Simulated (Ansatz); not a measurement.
# CdPd (P4/mmm): the size of the finite step

```yaml
crystal:
  lattice:
    - [3.04259, 0.00000, 0.00000]
    - [0.00000, 3.04259, 0.00000]
    - [0.00000, 0.00000, 3.65329]
  atoms:
    - { symbol: Cd, position: [0.00000, 0.00000, 0.00000] }
    - { symbol: Pd, position: [0.50000, 0.50000, 0.50000] }
```

The conventional cell has a = 3.043 Å, b = 3.043 Å, c = 3.653 Å, α = 90.00°, β = 90.00°, γ = 90.00°. Cd (atom 1) has 8 Pd at 2.82 Å and 4 Cd at 3.04 Å as nearest neighbours. Pd (atom 2) is surrounded by 8 Cd at 2.82 Å and 4 Pd at 3.04 Å.

Computed, not measured; unless marked otherwise by r²SCAN, PAW on Ansatz 0.2.0's default frozen-core files (fitted under PBE), scalar-relativistic. k mesh 16×16×14, strains of ±0.008, Fermi-Dirac smearing of 0.100 eV, cutoff 500 eV. The cell was relaxed by PAW under this functional.

(1) Elastic constants come from stresses at strains of ±0.008 (two-point stencil): C11 = 170.8, C12 = 89.0, C13 = 118.8, C33 = 150.3, C44 = 68.8, C66 = 41.4 GPa. What does an amplitude of 0.02 give?

Answers

(1) C11 = 171.5, C12 = 89.2, C13 = 119.3, C33 = 150.1, C44 = 69.0, C66 = 41.6 GPa. Nothing moves by 1 %.

Caveats: frozen-core PAW files fitted under PBE, their cores solved anew for the functional of the run; responses of metals move with mesh and smearing; the softest shear constant rests on one k mesh, and a soft shear can herald a distortion on cooling; elastic stability says nothing of phonons or of other phases.
